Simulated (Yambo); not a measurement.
How GW settings move the gap: GaAlN₂

G0W0@PBEsol for GaAlN2 (space group P3m1, No. 156) in Yambo. Reference settings: 6×6×2 Γ-centred k mesh, 170 bands and a 8 Ry block in the screening, 170 bands in G with the Bruneval-Gonze terminator, plasmon pole fitted at 27.2 eV. The PBEsol gap Γ → Γ on this mesh is 2.84 eV; G0W0 gaps are taken between the same points.

```
change from the reference  G0W0 gap Γ → Γ (eV)  shift of the valence edge (eV)        rough Yambo cost
-------------------------  -------------------  ------------------------------  ----------------------
reference settings                        3.73                           -0.33                       1
68 bands in G                             3.74                           -0.31                       –
82 bands in W                             3.79                           -0.20               about 1/3
3 Ry block                                3.35                           -0.02  within a factor of two
7 Ry block                                3.71                           -0.31  within a factor of two
no terminator                             3.64                           -0.10                       –
```

The reference isn't shown to be the converged limit. Costs are rough (shared machines), scaled to the same edge states, and given only for runs that recompute the screening.

The standard potential for Ga keeps a d shell in the valence without the s and p states of that shell. In tests on such compounds this moved G0W0 gaps by up to about 0.9 eV, so absolute quasiparticle energies here are unreliable; differences between settings are what counts.

Spin-orbit coupling is included.

Geometry relaxed with PBEsol; primitive cell a = b = 3.1467 Å, c = 5.0982 Å, α = β = 90.00°, γ = 120.00°.

The structure is a Materials Project entry; no match was found in the copy of COD used, and its stability was not checked.

A shift is the quasiparticle energy of the state minus its PBEsol energy.
